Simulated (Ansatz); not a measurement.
# CsPdO single point

Input file of Ansatz 0.2.0:

```yaml
crystal:
  lattice:
    - [3.745813, 0.0, 0.0]
    - [0.0, 3.745813, 0.0]
    - [0.0, 0.0, 8.595478]
  atoms:
    - { symbol: Pd, position: [0.25, 0.25, 0.649] }
    - { symbol: Pd, position: [0.75, 0.75, 0.351] }
    - { symbol: Cs, position: [0.25, 0.25, 0.206] }
    - { symbol: Cs, position: [0.75, 0.75, 0.794] }
    - { symbol: O, position: [0.75, 0.25, 0.0] }
    - { symbol: O, position: [0.25, 0.75, 0.0] }
  symmetry: { tolerance: 0.0003 }
kpoints:
  mp_grid: { grid: [9, 9, 4], shift: [0, 0, 0] }
  band_path:
    path:
      - [0.0, 0.0, 0.0]
      - [0.0, 0.5, 0.0]
      - [0.5, 0.5, 0.0]
      - [0.0, 0.0, 0.0]
      - [0.0, 0.0, 0.5]
      - [0.0, 0.5, 0.5]
      - [0.5, 0.5, 0.5]
      - [0.0, 0.0, 0.5]
    npoints: 7
magnetization:
  spin_polarized: false
scf:
  occupations: { method: fermi_dirac }
  lower_state_search: "off"
  max_iter: 200
hamiltonian:
  pseudopotentials: { kind: paw }
  xc: r2scan
basis:
  ecutwfc: 500
  fft_grid_basis: typed
output:
  forces: true
  stress: true
  eigenvalues: true
  bader: true
  populations: true
  elf: true
  write_potential: true
  volumetric_format: npy
  dos:
    e_range: [-12, 8]
    de: 0.05
    projected: { site_lists: { Cs: [Cs], O: [O], Pd: [Pd] } }
checkpoint:
  read: saved_state
```

The saved state is an earlier solution for the same cell, perhaps on another mesh. 

Output (shortened):

```
SCF iter   1: F=-26470.9776 eV  Δρ=1.41e-3  dr2=1.27e-3  dr2_τ=1.41e-3
SCF iter   2: F=-26470.9786 eV  Δρ=7.96e-4  dr2=2.84e-4  dr2_τ=1.29e-4
SCF iter   3: F=-26470.9783 eV  Δρ=4.45e-4  dr2=4.51e-4  dr2_τ=4.21e-5
SCF iter   4: F=-26470.9787 eV  Δρ=1.59e-4  dr2=4.43e-5  dr2_τ=4.41e-6
SCF iter   5: F=-26470.9787 eV  Δρ=1.12e-4  dr2=1.48e-5  dr2_τ=1.90e-6
SCF iter   6: F=-26470.9787 eV  Δρ=2.10e-5  dr2=6.20e-7  dr2_τ=4.46e-8
SCF iter   7: F=-26470.9787 eV  Δρ=4.93e-6  dr2=5.59e-8  dr2_τ=2.64e-9
Free energy (F): -26470.9787 eV
Harris-Foulkes:  -26470.9787 eV  (|F-HF|=2.22e-8)
Internal energy: -26470.7956 eV  (E = F + TS)
E sigma→0 (E₀):  -26470.8871 eV
Entropy (-TS):   -0.1831 eV (-30.515 meV/atom)
Fermi energy:    9.4762 eV
--- Per-component energies (eV) ---
  E_band       = -599.4400
  E_kinetic    = 1678.6458
  E_local      = -6334.8767  (includes V_loc(G=0)·N_el)
  E_nonlocal   = 601.4753
  E_hartree    = 2580.0653
  E_xc         = -789.8426
  E_vxc        = -948.1158  (∫ρ·V_xc dr)
  E_paw        = -18056.3516  (= ΣΔE_a)
  E_vpaw       = -817.4586  (= ΣTr[D̂ρ^β])
  E_aug_tail   = 0.0021  (compensation charges beyond the density's cutoff)
  E_vtau       = 60.7616  (kinetic-family band-sum trace: ∫τ·v_τ [+ j·A + Jᵃ·Aᵃ] dr)
  E_ewald      = -6149.0449
  E_core_change = -0.8683  (= ΣΔE_core)
  E_smearing   = -0.1831  (= −TS)
--- Forces (eV/Å), atoms counted from 1 ---
  atom   1  Pd     0.0000     0.0000    -1.1817
  atom   2  Pd     0.0000     0.0000     1.1817
  atom   3  Cs     0.0000     0.0000     0.5376
  atom   4  Cs     0.0000     0.0000    -0.5376
  atom   5  O      0.0000     0.0000     0.0000
  atom   6  O      0.0000     0.0000     0.0000
--- Stress (GPa, compression-positive) ---
        5.0963       0.0000       0.0000
        0.0000       5.0963       0.0000
        0.0000       0.0000       3.5347
  P = ⅓ Tr σ = 4.5758 GPa (45.758 kbar)
--- Löwdin populations: 6 sites ---
  site symbol       q [e]
     0     Pd     17.7341
     1     Pd     17.7341
     2     Cs      8.1864
     3     Cs      8.1864
     4      O      6.7551
     5      O      6.7551
  spilling = 0.0098 (of n_electrons = 66.0000)
--- Bader charges: 6 sites ---
  site symbol  charge [e]  shift [e]
     0     Pd     -0.0367     0.0000
     1     Pd     -0.0367     0.0000
     2     Cs      0.7979     0.0000
     3     Cs      0.7979     0.0000
     4      O     -0.7612     0.0000
     5      O     -0.7612     0.0000
```

Absolute energies hang on the potentials; compare differences alone.

Origin: a known structure type with other elements, at an estimated volume, so it need not be a known compound. Caveats: many states at the Fermi level without spin polarisation, so a magnetic state may lie lower.
